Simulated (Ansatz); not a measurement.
CrO2 (rutile)

```xyz
6
Lattice="4.3924 0.0000 0.0000 0.0000 4.3924 0.0000 0.0000 0.0000 2.8875" Properties=species:S:1:pos:R:3 pbc="T T T"
Cr     0.0000     0.0000     0.0000
Cr     2.1962     2.1962     1.4438
O      1.3322     1.3322     0.0000
O      3.5284     0.8640     1.4438
O      0.8640     3.5284     1.4438
O      3.0602     3.0602     0.0000
```

The slice is a (-1 1 0) plane (indices of the conventional cell) through the point (0.303, 0.303, 0.000) (fractional), spanned by u = [001] and v = [110] in vectors of this cell: u (2.89 Å) and v (6.21 Å, at 90° to u). It covers one period; positions are fractions (u, v).

These are PBEsol (plane waves to 420 eV, PAW, scalar-relativistic; Ansatz, a program for electronic structure) values and carry that method's errors. k mesh 11×11×16. These are valence fields of a PAW run, semicore shells included where kept as valence: close to a nucleus they are smooth pseudo fields. CrO2 is run spin-polarised and with no Hubbard U. CrO2 was relaxed with its symmetry unable to fall. Relaxed CrO2 ends ferromagnetic. The magnetic order is the one the run started from; other orders were not tried.

Q: What is the valence density on the shortest Cr–O line in this plane (1.88 Å), at its midpoint?

A: 0.83 e/Å³.

Q: The ELF has a maximum in the middle third of the Cr–O line. Where, and how high?

A: 0.81, 1.2 Å from Cr.

Q: What is the ELF at the midpoint of the shortest Cr–O line in this plane (1.88 Å)?

A: 0.2.

Q: Predict the map of the ELF of the up spins on the slice.

A: 
```tsv
v \ u	0.00	0.15	0.31	0.46	0.62	0.77	0.92
0.93	0.79	0.80	0.38	0.04	0.12	0.68	0.80
0.86	0.30	0.21	0.10	0.04	0.06	0.16	0.27
0.79	0.55	0.51	0.16	0.07	0.10	0.34	0.55
0.71	x	0.78	0.24	0.09	0.11	0.57	x
0.64	x	0.73	0.22	0.09	0.11	0.52	0.82
0.57	0.18	0.18	0.11	0.06	0.08	0.15	0.19
0.50	0.81	0.65	0.19	0.03	0.06	0.42	0.77
0.43	x	0.78	0.53	0.08	0.19	0.77	x
0.36	x	0.82	0.38	0.21	0.16	0.80	x
0.29	0.73	0.54	0.15	0.70	0.39	0.20	0.72
0.21	0.11	0.14	0.65	x	x	0.37	0.11
0.14	0.39	0.18	0.36	x	0.64	0.18	0.33
0.07	0.73	0.82	0.17	0.47	0.21	0.57	0.79
0.00	x	0.78	0.55	0.12	0.20	0.81	x
```

Values: ELF of the up spins. Points within 0.4 Å of a nucleus are blanked (x), as the pseudised field means little there.
